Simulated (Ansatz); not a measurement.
MnAlGe:
```xyz
6
Lattice="3.8593 0.0000 0.0000 0.0000 3.8593 0.0000 0.0000 0.0000 5.9741" Properties=species:S:1:pos:R:3 pbc="T T T"
Mn     0.0000     0.0000     0.0000
Mn     1.9296     1.9296     0.0000
Al     1.9296     0.0000     4.1842
Al     0.0000     1.9296     1.7899
Ge     1.9296     0.0000     1.6844
Ge     0.0000     1.9296     4.2897
```
The run is spin-polarised; directions of the spins, atom by atom: ↑ ↑ 0 0 0 0.

Relaxed with r²SCAN.

### Question
Tabulate the valence density and the electron localisation function along the shortest Mn–Ge contact (2.56 Å), r²SCAN (plane waves, PAW; program Ansatz).

### Answer


```tsv
distance from Mn (Å)	density (e/Å³)	ELF
0.26	19.63	0.85
0.38	12.34	0.76
0.51	6.50	0.62
0.64	2.96	0.45
0.77	1.27	0.27
0.90	0.61	0.16
1.02	0.39	0.14
1.15	0.33	0.23
1.28	0.33	0.38
1.41	0.37	0.46
1.54	0.43	0.43
1.66	0.56	0.39
1.79	0.86	0.34
1.92	1.65	0.23
2.05	4.10	0.11
2.18	11.27	0.03
2.31	26.75	0.01
```

The density is the valence pseudo-density with augmentation charge, so density and ELF within about 1 Å of a nucleus are not all-electron values.

Space group P4/nmm. The workflow started from an entry of the Crystallography Open Database (COD). Whether it is the stable phase at ambient conditions was not checked. The r²SCAN relaxation kept the symmetry of its start; whether a distortion lowers the energy is not shown. Spin order of the final state: ferromagnetic, chosen from 2 collinear starts compared on coarse meshes (ties went to the first, and starts can fall back to one state), not a proven ground state. Other orbital occupations within this spin state were not tried.

Potentials: the later of the program's two PAW sets.
